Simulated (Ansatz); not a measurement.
Rb:
```yaml
crystal:
  lattice:
    - [-2.92350, 2.92350, 2.77696]
    - [2.92350, -2.92350, 2.77696]
    - [2.92350, 2.92350, -2.77696]
  atoms:
    - { symbol: Rb, position: [0.00000, 0.00000, 0.00000] }
```

Relaxed with r²SCAN. Special points in fractions of this cell's reciprocal vectors: Γ (0.000, 0.000, 0.000); X (0.000, 0.000, 0.500); M (-0.500, 0.500, 0.500); Z (0.476, 0.476, -0.476); Z0 (-0.476, 0.524, 0.476); P (0.250, 0.250, 0.250); N (0.000, 0.500, 0.000).

Task: List the band energies nearest the Fermi level at these points for the program Ansatz at the r²SCAN level (PAW).

Result: In eV from the Fermi level; about four levels below and three above (degenerate sets whole), none deeper than 8.9 eV; points with the same levels are listed once.

| k | below | above |
|---|---|---|
| Γ | -2.04 | 3.89 4.18 4.18 |
| X | – | 0.30 0.61 3.07 |
| M | – | 1.27 1.42 3.23 3.23 |
| Z | – | 1.28 1.41 3.22 3.22 |
| P | – | 1.32 1.32 1.37 |
| N | – | 0.39 0.74 2.77 |

Space group I4/mmm (body-centred tetragonal). The workflow started from a Materials Project entry (that database holds measured and hypothetical structures alike); the Crystallography Open Database copy checked does not list it. It is not the phase usual at ambient conditions (space group No. 229). The r²SCAN relaxation kept the symmetry of its start; its stability against distortions is not shown here. Scalar-relativistic: spin–orbit coupling is off unless named, which matters more the heavier the elements.

Potentials: the later of the program's two PAW sets.
